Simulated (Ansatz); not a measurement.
Se (trigonal-Se type, space group P3_121)

```xyz
3
Lattice="4.0394 0.0000 0.0000 -2.0197 3.4982 0.0000 0.0000 0.0000 5.1207" Properties=species:S:1:pos:R:3 pbc="T T T"
Se     0.5022     0.8699     2.5603
Se     3.0350     0.0000     4.2672
Se    -1.5175     2.6284     0.8534
```

Scan: atom 3 (Se, nearest neighbour Se at 2.437 Å; its periodic images, 4.0 Å or more away, move with it) is displaced along Cartesian x, direction (1.000, 0.000, 0.000) in Cartesian axes, by s. The other atoms stay.

The numbers are results of PBEsol (plane waves to 420 eV, PAW, scalar-relativistic; Ansatz, a program for electronic structure), not measurements. k mesh 8×8×5 (Γ-centred), Fermi-Dirac smearing 0.05 eV. Energies are smeared free energies. Stress and pressure are positive under compression. F∥ is the force on the atom along that direction. F⊥ is the part of the force across the line. Se was relaxed with its symmetry unable to fall. The zero of ΔE is the undisplaced structure.

| s (Å) | ΔE (meV/cell) | |F⊥| (eV/Å) | F∥ (eV/Å) | P (GPa) |
|---|---|---|---|---|
| -0.240 | 122.7 | 0.548 | 1.044 | 2.50 |
| -0.192 | 77.8 | 0.388 | 0.826 | 1.90 |
| -0.144 | 43.3 | 0.255 | 0.611 | 1.36 |
| -0.096 | 19.0 | 0.147 | 0.401 | 0.86 |
| -0.048 | 4.7 | 0.063 | 0.197 | 0.40 |
| 0.000 | 0.0 | 0.000 | 0.000 | 0.00 |
| 0.048 | 4.6 | 0.042 | -0.188 | -0.36 |
| 0.096 | 17.9 | 0.066 | -0.368 | -0.67 |
| 0.144 | 39.7 | 0.077 | -0.537 | -0.92 |
| 0.192 | 69.3 | 0.080 | -0.694 | -1.13 |
| 0.240 | 106.1 | 0.087 | -0.834 | -1.29 |

Read from the data:

The energy at s = 0.240 Å comes out as 106.1 meV/cell. The force along the line at s = -0.240 Å is 1.04 eV/Å and the force constant k = d²E/ds² at s = 0 (finite differences) is 4.02 eV/Å². Symmetry of the curve: not even: the negative side lies higher at ±0.240 Å. Shape of the curve: a single well with its minimum at or next to zero displacement. Harmonic estimate at the end of the scan: ½ks² = 115.8 meV/cell against the computed 106.1 meV/cell, so the well is softer than harmonic there.

(For displaced atoms, the force is minus the slope of the energy, and its curvature is a force constant, which sets phonon frequencies.)
